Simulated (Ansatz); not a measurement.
Starting cell, HfN (rock salt):

```
CELL_PARAMETERS angstrom
      0.00000     4.52593     4.52593
      2.26297     0.00000     2.26297
      2.26297     2.26297     0.00000
ATOMIC_POSITIONS crystal
  N  0.00000 0.00000 0.00000
  N  0.50000 0.00000 0.00000
  Hf 0.25000 0.50000 0.50000
  Hf 0.75000 0.50000 0.50000
```

In this cell atom 3 (Hf, nearest neighbour N at 2.263 Å; its periodic images, 3.2 Å or more away, move with it) is moved by s along Cartesian z, unit vector (0.000, 0.000, 1.000); all other atoms and the cell stay fixed.

Method: r2SCAN (plane waves to 500 eV, PAW, scalar-relativistic; Ansatz, a program for electronic structure). k mesh 7×14×14 (Γ-centred), Fermi-Dirac smearing 0.05 eV. Energies are smeared free energies. Left out: 2 of 11 points, with atoms too close for the PAW data. With partly filled bands, energies and forces of such displacements shift with the k mesh and the smearing. HfN is run without spin polarisation. HfN was relaxed with its symmetry unable to fall. Spin-orbit coupling is left out, though Hf is heavy. The PAW data are Ansatz's earlier set. The zero of ΔE is the undisplaced structure.

Task: What ΔE (eV/cell) does the calculation give at s (Å) = -0.360, -0.270, -0.180, -0.090, 0.090, 0.180, 0.270, 0.360?

Result: 
```json
[
 {"s (Å)": "-0.360", "ΔE (eV/cell)": "0.901"},
 {"s (Å)": "-0.270", "ΔE (eV/cell)": "0.454"},
 {"s (Å)": "-0.180", "ΔE (eV/cell)": "0.184"},
 {"s (Å)": "-0.090", "ΔE (eV/cell)": "0.044"},
 {"s (Å)": "0.090", "ΔE (eV/cell)": "0.044"},
 {"s (Å)": "0.180", "ΔE (eV/cell)": "0.184"},
 {"s (Å)": "0.270", "ΔE (eV/cell)": "0.454"},
 {"s (Å)": "0.360", "ΔE (eV/cell)": "0.901"}
]
```

(A displaced cell: forces are minus the slopes of the energy, force constants its curvatures, and phonons follow from these.)
